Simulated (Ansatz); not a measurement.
Li$_{2}$Se:
```
Li2Se
1.0
    0.00000     2.99268     2.99268
    2.99268     0.00000     2.99268
    2.99268     2.99268     0.00000
Li Se
2 1
Cartesian
  1.49634   1.49634   1.49634
  4.48903   4.48903   4.48903
  0.00000   0.00000   0.00000
```

Relaxed with r²SCAN.

Q: Map the electron localisation function on the plane through (0.250, 0.250, 0.250) spanned by u = [1, 0, 0] and v = [-1, 1, 1] in lattice vectors, from DFT-r²SCAN in the program Ansatz with PAW potentials.

A: x is the fraction of u, y of v (the angle between them is 90°; rows are the nearest grid lines); atoms in the plane: Li at (0.00, 0.00), Li at (0.00, 0.50), Se at (0.50, 0.75).
```
y \ x   0.000  0.0952  0.190  0.286  0.381  0.476  0.524  0.619  0.714  0.810  0.905   1.00
------  -----  ------  -----  -----  -----  -----  -----  -----  -----  -----  -----  -----
1.00    0.998   0.914  0.018  0.374  0.637  0.688  0.688  0.637  0.374  0.018  0.914  0.998
0.933   0.927   0.201  0.085  0.743  0.795  0.792  0.792  0.795  0.743  0.084  0.205  0.927
0.833   0.027   0.195  0.755  0.814  0.767  0.571  0.571  0.767  0.814  0.755  0.195  0.027
0.767   0.081   0.414  0.780  0.809  0.581  0.104  0.103  0.581  0.809  0.780  0.414  0.081
0.700   0.064   0.363  0.777  0.812  0.673  0.266  0.265  0.673  0.812  0.777  0.362  0.064
0.600   0.181   0.027  0.334  0.800  0.806  0.800  0.800  0.806  0.800  0.335  0.025  0.181
0.533   0.995   0.760  0.025  0.604  0.750  0.768  0.768  0.750  0.604  0.025  0.759  0.995
0.467   0.995   0.846  0.013  0.166  0.440  0.535  0.535  0.440  0.166  0.011  0.852  0.995
0.400   0.181   0.027  0.011  0.036  0.077  0.125  0.125  0.077  0.036  0.011  0.020  0.181
0.300   0.064   0.062  0.049  0.031  0.017  0.012  0.012  0.017  0.031  0.049  0.062  0.064
0.233   0.081   0.074  0.055  0.033  0.017  0.010  0.010  0.017  0.033  0.055  0.074  0.081
0.167   0.027   0.033  0.038  0.028  0.021  0.020  0.020  0.021  0.028  0.038  0.033  0.027
0.0667  0.926   0.375  0.009  0.067  0.209  0.314  0.314  0.209  0.067  0.008  0.360  0.926
0.000   0.998   0.914  0.018  0.374  0.637  0.688  0.688  0.637  0.374  0.018  0.914  0.998
```

The density is the valence pseudo-density with augmentation charge, so density and ELF within about 1 Å of a nucleus are not all-electron values.

Space group Fm-3m (anti-fluorite). Symmetry was held in the r²SCAN relaxation.

Potentials: the later of the program's two PAW sets.
